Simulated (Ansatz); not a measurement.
MnPd:
```
MnPd
1.0
    3.88745     0.00000     0.00000
    0.00000     3.88745     0.00000
    0.00000     0.00000     3.66418
Mn Pd
2 2
Direct
  0.00000   0.00000   0.00000
  0.50000   0.50000   0.00000
  0.50000   0.00000   0.50000
  0.00000   0.50000   0.50000
```
Starting moments (μB, in the order of the atoms Mn Mn Pd Pd): 3.8 -3.8 0.0 0.0.

Relaxed with PBEsol. Special points in fractions of this cell's reciprocal vectors: Γ (0.000, 0.000, 0.000); X (0.000, 0.500, 0.000); M (0.500, 0.500, 0.000); Z (0.000, 0.000, 0.500); R (0.000, 0.500, 0.500); A (0.500, 0.500, 0.500).

Task: List the band energies nearest the Fermi level at these points for PBEsol in the plane-wave PAW code Ansatz.

Result: In eV from the Fermi level; about four levels below and three above (degenerate sets whole), none deeper than 8.9 eV; points with the same levels are listed once.

```tsv
k	below	above
Γ ↑	-1.23 -0.87 -0.87 -0.79	1.04 1.22 1.26
X ↑	-2.42 -2.40 -1.78 -0.87	0.10 0.23 0.65
M ↑	-2.83 -2.44 -2.43 -1.78	0.30 0.30 0.61
Z ↑	-1.80 -0.79 -0.05 -0.05	0.30 0.98 1.11
R ↑	-2.69 -2.25 -2.21 -1.96	0.43 0.46 0.84
A ↑	-0.82 -0.82 -0.62 -0.21	0.84 0.84 0.86
```

Space group P4/mmm (L1₀ or tetragonal B2). Its axis ratio c/a = 1.33 departs by over 6 % from that of the usual cell of this phase: another minimum, or an error of the functional. Symmetry was held in the PBEsol relaxation, as lowered by the spin order; its stability against distortions is not shown here. Magnetic state: antiferromagnetic, chosen from 5 collinear starts compared on coarse meshes (ties went to the first, and starts can fall back to one state), not a proven ground state. Point labels and valley counts follow the cell and symmetry of the run, lower than the named group. Spin–orbit coupling is left out wherever it is not named.

Potentials: the later of the program's two PAW sets.
